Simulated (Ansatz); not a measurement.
Si₂Ni in space group I4/mcm (No. 140; Si on 8h, Ni on 4a) under volume change, PBE (plane waves, PAW; program Ansatz), shape and atoms relaxed at each volume.

```tsv
V (Å³/atom)	E − E(relaxed) (meV/atom)	P (GPa)
11.428	58.6	18.19
11.805	24.4	11.05
12.182	5.7	5.03
12.558	0.0	0.00
12.935	…	…
13.312	…	…
13.689	40.9	-10.63
```

**Question.** Complete the blanks.

**Answer.** 
- 13.312, E − E(relaxed) (meV/atom): 19.2
- 13.312, P (GPa): -7.70
- 12.935, E − E(relaxed) (meV/atom): 5.1
- 12.935, P (GPa): -4.20

**Question.** What does a third-order Birch–Murnaghan fit give for V₀, B₀ and B′?

**Answer.** V₀ = 12.56 Å³/atom, B₀ = 153 GPa, B′ = 4.9.

A made-up cell: these elements were put on the sites of a structure type; neither database checked (COD, Materials Project) lists it. It is not the phase usual at ambient conditions (space group No. 225). Symmetry was held in the PBE relaxation; its stability against distortions is not shown here. The workflow began spin-polarised and lost its moments.

Potentials: the later of the program's two PAW sets.
